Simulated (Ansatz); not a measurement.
Relaxed-ion elastic tensor of SiO$_{2}$ in space group R32 (No. 155; Si on 9e, O on 9e, O on 9d) in GPa (Voigt order), r²SCAN (plane waves, PAW; program Ansatz); density 2.09 g/cm³, 15.94 Å³ per atom.

```
 81.6   32.8   65.7   23.3    0.0    0.0
 32.8   81.6   65.7  -23.3    0.0    0.0
 65.7   65.7    246    0.0    0.0    0.0
 23.3  -23.3    0.0   44.6    0.0    0.0
  0.0    0.0    0.0    0.0   44.6   23.3
  0.0    0.0    0.0    0.0   23.3   24.4
```

Q: Is the crystal mechanically stable?

A: Yes: the smallest eigenvalue of C is 9.1 GPa.

Q: Work out the Voigt, Reuss and Hill averages.

A: K_V = 82.0, K_R = 56.8, K_H = 69.4; G_V = 39.1, G_R = 18.0, G_H = 28.5 GPa.

Q: Give Young's modulus, Poisson's ratio, Pugh's ratio and the universal anisotropy index.

A: E = 9KG/(3K + G) = 75.3 GPa; ν = 0.32; K/G = 2.43 (ductile by the Pugh limit of 1.75); A_U = 5G_V/G_R + K_V/K_R − 6 = 6.28.

Q: Estimate the sound speeds and the Debye temperature.

A: v_l = √((K + 4G/3)/ρ) = 7180 m/s, v_t = √(G/ρ) = 3700 m/s, mean 4140 m/s; Θ = (h/k)(3n/4πV)^(1/3) v_m = 490 K.

Q: Solve the Christoffel equation for the three sound speeds along x, y, z.

A: Eigenvalues of C_ijkl n_j n_l equal ρv² (piezoelectric stiffening left out). In km/s, slowest first: x 2.09, 5.35, 6.25; y 3.42, 4.00, 6.67; z 4.62, 4.62, 10.86.

Q: How much does each axis shrink under pressure?

A: Linear compressibilities β_i = Σ_j S_ij (j = 1 to 3): x 9.2, y 9.2, z -0.87 per TPa.

The first step of the workflow began from a Materials Project structure, measured or hypothetical; the Crystallography Open Database copy checked does not list it. It is not the phase usual at ambient conditions (space group No. 92, 152, 154). Symmetry was held in the r²SCAN relaxation; phonons show weakly imaginary modes.

Potentials: the later of the program's two PAW sets.
